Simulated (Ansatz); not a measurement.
Y$_{3}$Si$_{5}$:
```cif
data_Si5Y3
_chemical_formula_sum 'Y3 Si5'
_space_group_name_H-M_alt 'P-62m'
_space_group_IT_number 189
_space_group_name_Hall 'P -6 -2'
_cell_length_a 6.63977
_cell_length_b 6.63977
_cell_length_c 4.16474
_cell_angle_alpha 90.000
_cell_angle_beta 90.000
_cell_angle_gamma 120.000
loop_
_atom_site_label
_atom_site_type_symbol
_atom_site_symmetry_multiplicity
_atom_site_Wyckoff_symbol
_atom_site_fract_x
_atom_site_fract_y
_atom_site_fract_z
_atom_site_occupancy
Y1 Y 3 f 0.00000 0.64929 0.00000 1
Si1 Si 2 d 0.33333 0.66667 0.50000 1
Si2 Si 3 g 0.71697 0.71697 0.50000 1
```

Relaxed at zero pressure with r²SCAN (plane waves, PAW; program Ansatz).

### Question
The volume is raised by 6 % and shape and atoms relax at that volume. What pressure results, and how do the axes share the change?

### Answer
-4.1 GPa; a 2.6 %, b 2.6 %, c 0.7 %; the energy rises by 16 meV/atom.

### Question
Give the new structure.

### Answer

Space group P-62m (No. 189); a = b = 6.8118 Å, c = 4.1945 Å, α = β = 90.00°, γ = 120.00°

```
atom  site  symmetry       x       y       z
----  ----  --------  ------  ------  ------
Y       3f       m2m  0.0000  0.6518  0.0000
Si      2d      -6..  0.3333  0.6667  0.5000
Si      3g       m2m  0.7037  0.7037  0.5000
```

The phase is kept; no other phase was compared at this pressure.

The start of the workflow was typed in or built on a structure type; neither database checked (COD, Materials Project) lists it. Its standing as an ambient phase is unchecked. The r²SCAN relaxation kept the symmetry of its start; its stability against distortions is not shown here. The run is not spin-polarised.

Potentials: the later of the program's two PAW sets.
